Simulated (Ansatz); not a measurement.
# SnC2S2N2: field gradients at two levels of theory

Cell: an entry of the Crystallography Open Database (COD) whose atoms were relaxed with PBE, the cell held.

Space group P-1 (No. 2); a = 4.9240, b = 5.6650, c = 10.2420 Å, α = 100.62°, β = 96.87°, γ = 93.33°.

| site | Wyckoff | site symmetry | x | y | z |
| --- | --- | --- | --- | --- | --- |
| Sn | 2i | 1 | 0.1732 | 0.1932 | 0.7426 |
| C3 | 2i | 1 | 0.8107 | 0.6024 | 0.6259 |
| C5 | 2i | 1 | 0.2011 | 0.7501 | 0.9979 |
| S7 | 2i | 1 | 0.7358 | 0.8637 | 0.5932 |
| S9 | 2i | 1 | 0.3737 | 0.7186 | 0.8710 |
| N11 | 2i | 1 | 0.0840 | 0.7761 | 0.0930 |
| N13 | 2i | 1 | 0.8549 | 0.4103 | 0.6488 |

One atom of each set is listed.

First run. Computed with Ansatz: DFT, PBE, plane waves and PAW, scalar-relativistic, 420 eV cutoff, Γ-centred 6×5×3 k-points, Fermi–Dirac smearing 0.02 eV.

```json
{"site": "Sn", "V_zz (10²¹ V/m²)": "-13.80", "η": "0.15"}
{"site": "C3", "V_zz (10²¹ V/m²)": "-2.97", "η": "0.08"}
{"site": "C5", "V_zz (10²¹ V/m²)": "-2.90", "η": "0.01"}
{"site": "S7", "V_zz (10²¹ V/m²)": "19.61", "η": "0.38"}
{"site": "S9", "V_zz (10²¹ V/m²)": "19.41", "η": "0.28"}
{"site": "N11", "V_zz (10²¹ V/m²)": "-1.34", "η": "0.39"}
{"site": "N13", "V_zz (10²¹ V/m²)": "-2.75", "η": "0.49"}
```

Second run. The same atoms and settings, except that the functional is r2SCAN and the cutoff is 500 eV.

Question: Given the first result, estimate the second.

Answer: 

```tsv
site	V_zz	η	change of V_zz
Sn	-14.88	0.12	-1.08
C3	-3.35	0.08	-0.38
C5	-3.28	0.01	-0.38
S7	20.0	0.37	+0.41
S9	19.85	0.25	+0.44
N11	-1.33	0.36	+0.01
N13	-2.75	0.47	0.00
```

The largest change of V_zz is on Sn, from -13.80 to -14.88. In per cent, |V_zz| changes by +8 on Sn, +13 on C, +2 on S, 0 on N (all sites that start above 0.5). Isomer shifts (Sn against SnO₂, from the density at the nucleus and a line fitted to measured compounds for each functional; the lines scatter by about 0.1 mm/s, so smaller changes between functionals mean little): Sn 3.61 → 3.61 mm/s.

Without spin–orbit coupling (the program notes it for Sn) the gradients are little affected as a rule: paired runs on crystals with a gap mostly move them by under 2 % at such atoms. The database entry as given showed forces above 3 eV/Å or a pressure above 30 GPa, though relaxing it moves no atom far.
For the second run: The largest force is 0.7 eV/Å, so the atoms aren't at the calculated equilibrium and relaxing them would move these values. With these PAW files V_zz is typically within 2 to 3 % of all-electron values, but misses above 10 % occur on Sn.
